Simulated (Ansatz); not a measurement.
Ni:
```
Ni
1.0
    0.00000     1.71205     1.71205
    1.71205     0.00000     1.71205
    1.71205     1.71205     0.00000
Ni
1
Direct
  0.00000   0.00000   0.00000
```
Starting moments (μB, in the order of the atoms Ni): 0.6.

Relaxed with the program Ansatz at the LDA level (PAW). Indices refer to the conventional cell of Fm-3m, a = 3.424 Å, b = 3.424 Å, c = 3.424 Å, α = 90.00°, β = 90.00°, γ = 90.00°.

**Question.** Simulate the powder diffraction pattern (Fe Kα, λ = 1.93735 Å; lines above 1 %) up to 2θ = 90°.

**Answer.** Simulated powder pattern, Fe Kα, λ = 1.93735 Å (kinematic, ideal powder, no thermal factors, no anomalous dispersion; the 30 strongest lines at most, above 1 %, up to 2θ = 90°):

```tsv
2θ (°)	d (Å)	I/Imax (%)	hkl
58.68	1.977	100	(111)
68.92	1.712	46	(200)
```

Symmetry was held in the LDA relaxation. Spin order of the final state: ferromagnetic, chosen from 3 collinear starts compared on coarse meshes (ties went to the first, and starts can fall back to one state), not a proven ground state. Textbook magnetic order: ferromagnetic.

Potentials: the later of the program's two PAW sets.
